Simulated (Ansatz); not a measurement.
Input:

Starting cell, LiF (rock salt):

```
CELL_PARAMETERS angstrom
      0.00000     2.03393     2.03393
      2.03393     0.00000     2.03393
      2.03393     2.03393     0.00000
ATOMIC_POSITIONS crystal
  F  0.00000 0.00000 0.00000
  Li 0.50000 0.50000 0.50000
```

Scan: atom 1 (F, nearest neighbour Li at 2.034 Å; its periodic images, 2.9 Å or more away, move with it) is displaced along Cartesian [110], direction (0.707, 0.707, 0.000) in Cartesian axes, by s. The other atoms stay.

The numbers are results of PBE (plane waves to 420 eV, PAW, scalar-relativistic; Ansatz, a program for electronic structure), not measurements. k mesh 11×11×11 (Γ-centred), Fermi-Dirac smearing 0.05 eV. E stands for the smeared free energy. LiF was relaxed with its symmetry unable to fall. ΔE is measured from the undisplaced structure.

The scan covers s from -0.200 to 0.200 Å in 11 points.

Problem. Is this a single well or a double well?

Solution. A single well with its minimum at or next to zero displacement.

Problem. Is the energy the same for equal positive and negative displacements?

Solution. Even: the same for both signs. With its periodic images moving along, the atom's site symmetry in this cell is m-3m.

Problem. What is the force constant k = d²E/ds² of this move at s = 0?

Solution. 1.32 eV/Å².

Problem. With two atoms in the cell this is the zone-centre optical mode. What wavenumber follows (transverse: no LO-TO term)?

Solution. 266 cm⁻¹.

(A displaced cell: forces are minus the slopes of the energy, force constants its curvatures, and phonons follow from these.)
